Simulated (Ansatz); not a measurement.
# TiAl (P4/mmm), two-dimensional strain map

Computed with DFT r2SCAN, scalar-relativistic, plane waves, PAW in Ansatz. The runs took a 500 eV cutoff, a Γ-centred 16×16×12 mesh and Gaussian smearing (0.15 eV). No spin polarisation. Energies are free energies at this smearing, counted from the undisturbed cell; pressure is positive in compression.

The starting cell (as given, not relaxed at this level; it stands at -2.0 GPa, and it needn't be the usual structure):

```
CELL_PARAMETERS angstrom
2.83730 0.00000 0.00000
0.00000 2.83730 0.00000
0.00000 0.00000 4.05910
ATOMIC_POSITIONS crystal
Ti 0.00000 0.00000 0.00000
Al 0.50000 0.50000 0.50000
```

The cell is strained by p along both x and y and by q along z, fractional coordinates fixed. Points are written (p, q).

Energy above the undisturbed cell in meV/atom (a dash: not computed):

```csv
p \ q,-0.030,-0.015,0.000,0.015,0.030
-0.030,32.9,19.8,?,7.9,?
-0.015,11.4,–,-0.9,–,4.3
0.000,?,-0.2,0.0,4.2,12.4
0.030,24.4,–,?,–,62.0
```

**Question.** Fill in the withheld energies.

**Answer.** (-0.030, 0.000): 11.5; (-0.030, 0.030): 8.7; (0.000, -0.030): 3.7; (0.030, 0.000): 36.6.